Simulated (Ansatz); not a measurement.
GeS2 (fluorite, space group No. 225) at seven volumes, PBE (plane waves, PAW; program Ansatz), scaled uniformly. One row is withheld.

```tsv
V (Å³/atom)	P (GPa)
18.242	6.70
18.843	4.07
19.444	1.87
20.046	0.00
20.647	-1.57
21.248	-2.89
21.850	?
```

**Question.** Fit the shown pressures and predict the withheld one.

**Answer.** P = (3/2)B₀(x^(7/2) − x^(5/2))[1 + (3/4)(B′ − 4)(x − 1)] with x = (V₀/V)^(2/3). Least squares on the six rows gives V₀ = 20.046 Å³/atom, B₀ = 56.9 GPa, B′ = 4.68. At V = 21.850, x = 0.9442 and P = -4.01 GPa. The run itself gave -4.01 GPa.

Space group Fm-3m (fluorite). A made-up cell: these elements were put on the sites of a structure type; neither database checked (COD, Materials Project) lists it. COD files the formula under space group No. 14, 43, 82, 122, 217, so this cell is another polymorph or a model. Its standing as an ambient phase is unchecked. Symmetry was held in the PBE relaxation; whether a distortion lowers the energy is not shown.

Potentials: the later of the program's two PAW sets.
